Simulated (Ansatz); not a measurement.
Nb:
```cif
data_Nb
_chemical_formula_sum 'Nb1'
_space_group_name_H-M_alt 'P 1'
_space_group_IT_number 1
_cell_length_a 2.81249
_cell_length_b 2.81249
_cell_length_c 2.81249
_cell_angle_alpha 109.471
_cell_angle_beta 109.471
_cell_angle_gamma 109.471
loop_
_space_group_symop_operation_xyz
  'x, y, z'
loop_
_atom_site_label
_atom_site_type_symbol
_atom_site_fract_x
_atom_site_fract_y
_atom_site_fract_z
_atom_site_occupancy
Nb1 Nb 0.00000 0.00000 0.00000 1
```

Relaxed with LDA.

Question: Which orbitals make up the states near the Fermi level in DFT-LDA in the program Ansatz with PAW potentials?

Answer: Within 0.5 eV of the Fermi level: Nb 4d 86 %, Nb 5s 10 %. Projections are on Löwdin-orthogonalised atomic valence shells; empty p or d shells of many metals are not among them.

Question: Tabulate the density of states.

Answer: States/eV per cell of 1 atom, in 0.25 eV bins, energy from the Fermi level.

```
E (eV)  total  Nb 4d  Nb 5s  Nb 4p
------  -----  -----  -----  -----
-6.10    0.00   0.00   0.00   0.00
-5.85    0.02   0.00   0.02   0.00
-5.60    0.04   0.00   0.03   0.00
-5.35    0.05   0.00   0.04   0.00
-5.10    0.07   0.00   0.06   0.00
-4.85    0.09   0.00   0.07   0.00
-4.60    0.10   0.01   0.08   0.00
-4.35    0.13   0.01   0.10   0.00
-4.10    0.16   0.03   0.11   0.01
-3.85    0.47   0.28   0.16   0.01
-3.60    0.93   0.65   0.23   0.02
-3.35    1.04   0.77   0.22   0.02
-3.10    1.18   0.92   0.20   0.02
-2.85    1.39   1.16   0.18   0.03
-2.60    1.35   1.16   0.15   0.03
-2.35    1.15   1.01   0.10   0.02
-2.10    0.56   0.51   0.03   0.01
-1.85    0.81   0.78   0.01   0.01
-1.60    1.93   1.88   0.01   0.03
-1.35    1.90   1.84   0.02   0.03
-1.10    1.20   1.15   0.03   0.02
-0.85    0.97   0.91   0.04   0.01
-0.60    1.00   0.90   0.07   0.02
-0.35    1.81   1.57   0.16   0.04
-0.10    1.80   1.54   0.18   0.03
0.15     1.18   1.02   0.10   0.02
0.40     0.64   0.52   0.08   0.01
0.65     0.51   0.40   0.06   0.01
0.90     0.47   0.38   0.05   0.01
1.15     0.47   0.38   0.04   0.01
1.40     0.48   0.41   0.03   0.00
1.65     0.57   0.50   0.03   0.00
1.90     0.84   0.76   0.03   0.01
2.15     0.88   0.81   0.02   0.00
2.40     0.94   0.89   0.02   0.00
2.65     1.09   1.05   0.02   0.00
2.90     1.17   1.13   0.01   0.00
3.15     1.16   1.12   0.02   0.00
3.40     1.45   1.41   0.01   0.00
3.65     1.27   1.25   0.01   0.00
3.90     1.34   1.30   0.02   0.00
4.15     2.20   2.12   0.05   0.00
4.40     1.81   1.66   0.10   0.00
4.65     0.97   0.81   0.11   0.00
```

Space group Im-3m (bcc (W type)). Symmetry was held in the LDA relaxation. No spin polarisation was allowed. Scalar-relativistic: spin–orbit coupling is off unless named, which matters more the heavier the elements.

Potentials: the later of the program's two PAW sets.
